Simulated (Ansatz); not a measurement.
ZrO2 (tetragonal-ZrO2 type, space group P4_2/nmc)

```yaml
crystal:
  lattice:
    - [3.62104, 0.00000, 0.00000]
    - [0.00000, 3.62104, 0.00000]
    - [0.00000, 0.00000, 5.28293]
  atoms:
    - { symbol: Zr, position: [0.00000, 0.00000, 0.00000] }
    - { symbol: Zr, position: [0.50000, 0.50000, 0.50000] }
    - { symbol: O, position: [0.00000, 0.50000, 0.19276] }
    - { symbol: O, position: [0.00000, 0.50000, 0.69276] }
    - { symbol: O, position: [0.50000, 0.00000, 0.30724] }
    - { symbol: O, position: [0.50000, 0.00000, 0.80724] }
```

The slice is a (0 -1 1) plane (indices of the conventional cell) through the point (0.000, 0.500, 0.693) (fractional), spanned by u = [100] and v = [011] in vectors of this cell: u (3.62 Å) and v (6.40 Å, at 90° to u). It covers one period; positions are fractions (u, v).

Calculation: PBE (plane waves to 420 eV, PAW, scalar-relativistic; Ansatz, a program for electronic structure). k mesh 9×9×6. Near the nuclei the fields are pseudised (PAW); where an atom keeps semicore shells as valence, they peak there. This is a high-temperature form of ZrO2. ZrO2 is run without spin polarisation. ZrO2 was relaxed with its symmetry unable to fall.

Task: Sketch the electron localisation function (ELF) on this plane as a map.

Result: 
```
|xxxx@@@@##::..--**##**--..::##@@@@xx|
|%%%%@@@@++::--##@@@@@@##--::++@@@@%%|
|@@@@@@##--::++%%@@@@@@%%++::--##@@@@|
|%%%%##==..::##@@@@@@@@@@##::..==##%%|
|****==..  ::##@@@@@@@@@@##::  ..==**|
|::::..    ..++%%@@@@@@%%++..    ..::|
|            ::++**##**++::          |
|            ..::::--::::..          |
|          ....::------::....        |
|        ..--++**######**++--..      |
|        ::++%%@@@@@@@@@@%%++::      |
|      ..--##@@@@@@@@@@@@@@##--..    |
|      ..==##@@@@%%xx%%@@@@##==..    |
|      ..==%%@@@@%%xx%%@@@@%%==..    |
|        ::##@@@@@@@@@@@@@@##::      |
|--::..  ..==%%@@@@@@@@@@%%==..  ..::|
|##**++::  ..++%%%%@@%%%%++..  ::++**|
|@@@@%%++..  ..==++**++==..  ..++%%@@|
|@@@@@@##--    ....::....    --##@@@@|
|@@@@@@##--                  --##@@@@|
|@@@@%%##--                  --##%%@@|
|@@@@%%++..    ....::....    ..++%%@@|
|%%##**--      ::------::      --**##|
|====::      ..--==++==--..      ::==|
|..          ..--==++==--..          |
|            ..::--==--::..          |
|====--::      ..::::::..      ::--==|
|@@%%##++::        ..        ::++##%%|
|@@@@@@%%++::              ::++%%@@@@|
|%%@@@@@@##--              --##@@@@@@|
|xxxx@@@@%%==              ==%%@@@@xx|
|xxxx%%@@%%--  ..::--::..  --%%@@%%xx|
```
Scale: ten equal steps from 0.03 (start of ' ') to 0.85 (end of '@'), in the order ' .:-=+*#%@'. Values: electron localisation function (ELF). The map has 18 points along u (two characters each, u = 0 at the left) and 32 along v (v = 0 in the bottom row). Points within 0.4 Å of a nucleus are blanked (x), as the pseudised field means little there.
